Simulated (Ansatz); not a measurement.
AlNi (CsCl type)

```
AlNi
1.0
    2.89266     0.00000     0.00000
    0.00000     2.89266     0.00000
    0.00000     0.00000     2.89266
Al Ni
1 1
Cartesian
  0.00000   0.00000   0.00000
  1.44633   1.44633   1.44633
```

The slice is a {110} plane (indices of the conventional cell) through the point (0.500, 0.500, 0.500) (fractional), spanned by u = [100] and v = [011] in vectors of this cell: u (2.89 Å) and v (4.09 Å, at 90° to u). It covers one period; positions are fractions (u, v).

Calculation: PBE (plane waves to 420 eV, PAW, scalar-relativistic; Ansatz, an electronic-structure program). k mesh 16×16×16. Inside the PAW spheres the values are not all-electron values, and peaks at nuclei hang on which shells count as valence. AlNi is run without spin polarisation. AlNi was relaxed with its symmetry unable to fall. The PAW data are Ansatz's earlier set.

Task: The ELF has a maximum in the middle third of the Al–Ni line. Where, and how high?

Result: 0.52, 1.0 Å from Al.

Task: What is the ELF at the midpoint of the shortest Al–Ni line in this plane (2.51 Å)?

Result: 0.4.

Task: What is the valence density on the shortest Al–Ni line in this plane (2.51 Å), at its midpoint?

Result: 0.29 e/Å³.

Task: Sketch the valence electron density on this plane as a map.

Result: 
```
|@@%*+-::::::-+*%@|
|%%#+=-::::::-=+#%|
|**+=--::::::--=+*|
|++=--::::::::--=+|
|----::::::::::---|
|:::::::::::::::::|
|:::::::::::::::::|
|:::::::....::::::|
|::::::......:::::|
|:::::..    ..::::|
|::::..      ..:::|
|::::..      ..:::|
|::::..      ..:::|
|:::::..    ..::::|
|::::::......:::::|
|:::::::....::::::|
|:::::::::::::::::|
|:::::::::::::::::|
|----::::::::::---|
|++=--::::::::--=+|
|**+=--::::::--=+*|
|%%#+=-::::::-=+#%|
|@@%*+-::::::-+*%@|
|@@%*+-::::::-+*%@|
```
Scale: ten equal steps from -1.32 (start of ' ') to 1.81 (end of '@'), in the order ' .:-=+*#%@'. Values: log₁₀ of the valence density in e/Å³. The map has 17 points along u (one character each, u = 0 at the left) and 24 along v (v = 0 in the bottom row). The scale is logarithmic, as a density can span decades between atoms and voids.
